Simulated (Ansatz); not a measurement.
IrC (zinc blende, F-43m), plane-wave PAW PBEsol (Ansatz code), all energies at zero smearing, with the estimated change up to a 700 eV cutoff added, with one set of potentials and settings (totals compare only within such a set). Cell of 2 atoms (1 Ir, 1 C): -12046.085 eV.

```
element                reference phase  E (eV/atom)
-------  -----------------------------  -----------
Ir          Fm-3m, 1 atoms in the cell  -11800.4472
C        P6_3/mmc, 4 atoms in the cell    -246.6953
```

Formation energy per atom, worked out: (-12046.085 − 1×(-11800.4472) − 1×(-246.6953))/2 = 0.529 eV/atom (51 kJ per mol of atoms), at 0 K, without zero-point energy or fitted corrections.

The start of the workflow was typed in or built on a structure type; neither database checked (COD, Materials Project) lists it. Whether it is the stable phase at ambient conditions was not checked. Symmetry was held in the PBEsol relaxation; whether a distortion lowers the energy is not shown. No spin polarisation was allowed. Its formation energy is positive at this level, so the cell may be metastable or incomplete. The references are the lowest solids computed at this level, not always the standard phases. Scalar-relativistic: spin–orbit coupling is off unless named, which matters more the heavier the elements.

Potentials: the earlier of the program's two PAW sets. The files were generated under PBE; for other functionals the program regenerates the frozen cores, and for LDA and PBEsol the local potential too.
